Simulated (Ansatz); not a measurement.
Given:

Starting cell, ZrB2 (AlB2 type, space group P6/mmm):

```xyz
6
Lattice="3.1677 0.0000 0.0000 -1.5839 2.7433 0.0000 0.0000 0.0000 7.1005" Properties=species:S:1:pos:R:3 pbc="T T T"
Zr     0.0000     0.0000     0.0000
Zr     0.0000     0.0000     3.5503
B      0.0000     1.8289     1.7751
B      0.0000     1.8289     5.3254
B      1.5839     0.9144     1.7751
B      1.5839     0.9144     5.3254
```

A phonon eigenvector at A = (0.0, 0.0, 0.5) is frozen into this cell: atom i moves by Q times the vector below, so Q is the largest atomic displacement, in Å. The cell is held. (q is in reciprocal vectors of the primitive cell; the cell shown is doubled to hold the pattern.)

```tsv
atom	x	y	z
B3	0.000	0.000	1.000
B4	0.000	0.000	-1.000
B5	0.000	0.000	-1.000
B6	0.000	0.000	1.000
```

Atoms not listed stay in place.

Calculation: r2SCAN (plane waves to 500 eV, PAW, scalar-relativistic; Ansatz, a first-principles code). k mesh 17×17×7 (Γ-centred), Fermi-Dirac smearing 0.05 eV. E stands for the smeared free energy. With partly filled bands, energies and forces of such displacements shift with the k mesh and the smearing. ZrB2 is run without spin polarisation. ZrB2 was relaxed with its symmetry unable to fall. The zero of ΔE is the undisplaced structure.

The scan covers Q from -0.100 to 0.100 Å in 13 points.

Problem. Which space group does the distorted structure have?

Solution. P6_3/mmc (No. 194), lowered from P6/mmm.

Problem. What is the energy change at Q = 0.100 Å?

Solution. 315 meV/cell.

Problem. What harmonic wavenumber does the curvature at Q = 0 give?

Solution. 629 cm⁻¹.

(For displaced atoms, the force is minus the slope of the energy, and its curvature is a force constant, which sets phonon frequencies.)
